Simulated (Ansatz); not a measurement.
The calculation used DFT PBE, scalar-relativistic, plane waves, PAW in Ansatz. Settings: cutoff 420 eV, Γ-centred meshes spaced at most about 0.3 Å⁻¹, and about 0.25 Å⁻¹ or finer for metals (2π included), Gaussian smearing. Collinear spin in cells that started with moments and kept them past the coarse steps, no spin elsewhere.

These are static total energies at zero pressure.

Compare these two cells of CoH4, each relaxed at this level.

1. (no spin)

```
CELL_PARAMETERS angstrom
2.37682 0.00000 0.00000
-1.18841 2.05838 0.00000
0.00000 0.00000 8.44717
ATOMIC_POSITIONS crystal
Co 0.00000 0.00000 0.00000
H 0.33333 0.66667 0.88622
H 0.33333 0.66667 0.50001
H 0.66667 0.33333 0.11378
H 0.66667 0.33333 0.49999
```

2. (site moments Co 1.0 μB)

```
CELL_PARAMETERS angstrom
2.95353 0.00000 0.00000
0.00000 2.95353 0.00000
0.00000 0.00000 2.67840
ATOMIC_POSITIONS crystal
Co 0.00000 0.00000 0.00000
H 0.50000 0.50000 0.84922
H 0.50000 0.50000 0.15078
H 0.00000 0.50000 0.50000
H 0.50000 0.00000 0.50000
```

Task: Which form is favoured at zero pressure, and by what margin per atom?

Result: Cell 1 is lower, by 262 meV/atom. Cell 1 has space group P-3m1 (No. 164), 8.3 Å³/atom and no gap on its mesh; cell 2 has space group P4/mmm (No. 123), 4.7 Å³/atom and no gap. Counting H atoms around Co (those within 1.25 times the shortest such distance or 1.15 times the sum of covalent radii), cell 1 has Co 6 and cell 2 has Co 16. Cell 2 holds H–H pairs (shortest 0.81 Å); in cell 1 the shortest H–H distance is 1.37 Å. Their magnetic states differ too. Even the lower one lies +0.37 eV/atom against the reference forms of the elements (uncorrected), so neither is stable at this level. In cell 1, around Co lie 6 H at 1.68 Å; H on its first site is surrounded by 3 Co at 1.68 Å; H on its second site is surrounded by 3 H at 1.37 Å (long contacts). In cell 2, around Co lie 8 H at 1.99 Å and 8 H at 2.13 Å; around H on a site of symmetry 4mm lie 1 H at 0.81 Å, 4 H at 1.75 Å, 1 H at 1.87 Å, 4 Co at 2.13 Å and 4 H at 2.28 Å; around H on a site of symmetry mmm lie 4 H at 1.75 Å, 4 Co at 1.99 Å, 4 H at 2.09 Å and 4 H at 2.28 Å. Both come from invented guesses. A third cell relaxed alike, in P-1, lies 213 meV/atom below the lower of the two.

Weakly bound directions are ill-defined at this level, which has no dispersion term (P-3m1), and this can change margins and order among such cells. With hydrogen, zero-point motion can shift such differences by 10 meV/atom or more. Another magnetic order may lie lower. Trial moments died out on the coarse mesh in P-3m1; another magnetic start might hold. Cells relaxed within their symmetry can be saddle points.
